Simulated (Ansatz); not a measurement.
**Computed properties of TePt**

TePt:
```cif
data_Pt2Te2
_chemical_formula_sum 'Te2 Pt2'
_space_group_name_H-M_alt 'P 1'
_space_group_IT_number 1
_cell_length_a 6.94482
_cell_length_b 6.94482
_cell_length_c 6.94482
_cell_angle_alpha 32.918
_cell_angle_beta 32.918
_cell_angle_gamma 32.918
loop_
_space_group_symop_operation_xyz
  'x, y, z'
loop_
_atom_site_label
_atom_site_type_symbol
_atom_site_fract_x
_atom_site_fract_y
_atom_site_fract_z
_atom_site_occupancy
Te1 Te 0.90107 0.90107 0.90107 1
Te2 Te 0.09893 0.09893 0.09893 1
Pt1 Pt 0.63013 0.63013 0.63013 1
Pt2 Pt 0.36987 0.36987 0.36987 1
```

Space group R-3m (No. 166); conventional cell a = b = 3.935 Å, c = 19.688 Å, α = β = 90.00°, γ = 120.00°.

Method: the program Ansatz at the LDA level (PAW). Geometry: relaxed at this level of theory. Other levels are named where they apply.

**Cell and energy**

```
Item                                                                 Value
-----------------------------------------------------  -------------------
Volume per atom                                                   22.00 Å³
Density                                                        12.18 g/cm³
Formation energy from the elements (no fitted shifts)  -34 kJ/mol of atoms
```

**Electronic structure**

```
Property                                                                     Value
------------------------------------  --------------------------------------------
Electronic character                                             metallic (no gap)
Density of states at the Fermi level  0.47 states/eV per atom (mean over ±0.08 eV)
```

**Mechanics**

```
Item                                  Result
----------------------------------  --------
Bulk modulus (Birch–Murnaghan fit)  69.1 GPa
Pressure derivative B′                   9.8
```

**Phonons**

```
Quantity                                       Result
-----------------------------  ----------------------
Highest zone-centre frequency                184 cm⁻¹
Zone-centre stability          no imaginary mode at Γ
```

The workflow started from a Materials Project entry (that database holds measured and hypothetical structures alike); the Crystallography Open Database files this formula in space group No. 166, but the cells were not matched. Its standing as an ambient phase is unchecked. The cell was relaxed with LDA under the symmetry of its start. No spin polarisation was allowed. A crystal of weakly bound layers computed without a dispersion correction: the cell and the soft elastic constants depend strongly on that. As this level gives no gap, phonon frequencies hold no LO–TO term and depend on the k-mesh and smearing (Fermi–Dirac, 0.1 eV here). The references are the lowest solids computed at this level, not always the standard phases. Scalar-relativistic: spin–orbit coupling is off unless named, which matters more the heavier the elements.

Potentials: the later of the program's two PAW sets.
